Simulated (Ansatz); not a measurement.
Does relaxation matter for the field gradients of LiF with Cl replacing F?

Start: a supercell of LiF (rock salt type, Fm-3m) built from a COD entry, with all atoms left at the host's positions.

Space group Fm-3m (No. 225); a = 12.0840 Å.

```csv
site,Wyckoff,site symmetry,x,y,z
Li1,32f,.3m,0.3333,0.8333,0.8333
Li2,24e,4m.m,0.5000,0.0000,0.8333
Li6,48h,m.m2,0.8333,0.1667,0.0000
Li27,4a,m-3m,0.0000,0.5000,0.5000
Cl,4b,m-3m,0.5000,0.0000,0.0000
F29,48i,m.m2,0.6667,0.1667,0.0000
F32,32f,.3m,0.8333,0.1667,0.1667
F42,24e,4m.m,0.0000,0.5000,0.3333
```

One atom of each set is listed; the run and its k-mesh use a cell of 54 atoms with edges of 8.54, 8.54, 8.54 Å.

Method: Kohn–Sham DFT in Ansatz, PBE, plane waves and PAW, scalar-relativistic, 420 eV cutoff, Γ-centred 3×3×3 k-points, Fermi–Dirac smearing 0.01 eV.

The largest force at the start is 1.8 eV/Å. Relaxing the ions at fixed cell moves them by 0.189 Å at most (atom 5, Li) and 0.069 Å rms.

```tsv
site	moved (Å)	first shell before	first shell after	V_zz before (10²¹ V/m²)	η before
Li2	0.189	5 F at 2.01 Å, 1 Cl at 2.01 Å	5 F at 1.85–2.06 Å, 1 Cl at 2.20 Å	0.054	0.00
Li6	0.017	6 F at 2.01 Å	6 F at 1.96–2.03 Å	<0.005	–
Cl	0.000	6 Li at 2.01 Å	6 Li at 2.20 Å	0.00	–
F29	0.055	6 Li at 2.01 Å	6 Li at 1.96–2.06 Å	-0.28	0.06
F32	0.005	6 Li at 2.01 Å	6 Li at 2.01–2.02 Å	<0.005	–
F42	0.029	6 Li at 2.01 Å	6 Li at 1.85–2.03 Å	<0.005	–
```

**Question.** How do the gradients change?

**Answer.** 

| site | V_zz after | η after | change of V_zz |
| --- | --- | --- | --- |
| Li2 | -0.059 | 0.00 | -0.11 |
| Li6 | 0.031 | 0.77 | +0.03 |
| Cl | 0.00 | – | 0.00 |
| F29 | -1.39 | 0.57 | -1.11 |
| F32 | 0.13 | 0.00 | +0.13 |
| F42 | -0.065 | 0.00 | -0.06 |

The largest change of V_zz is on F29, from -0.28 to -1.39. Where |V_zz| stays above 0.1, η moves most on F29, from 0.06 to 0.57. V_zz changes sign on Li2 (same axis). Other sites with |V_zz| of 0.02 or less aren't listed.

The defect repeats with the cell of 54 atoms, so it feels its images: sites between two images don't show the values beside a lone defect, and zeros or small values of η there can come from the images' arrangement. With these PAW files V_zz is typically within 2 to 3 % of all-electron values, but misses above 10 % occur on Li.
Before: The cell keeps the host's lattice, where the PBE pressure is 6 GPa. The neighbours have not yet relaxed around the defect (largest force 1.8 eV/Å), so a real crystal will differ.
After: The relaxation keeps the site symmetry m-3m of the start, so the impurity can't leave its site; a start off the site could end lower. The cell keeps the host's lattice, where the PBE pressure is 5 GPa.
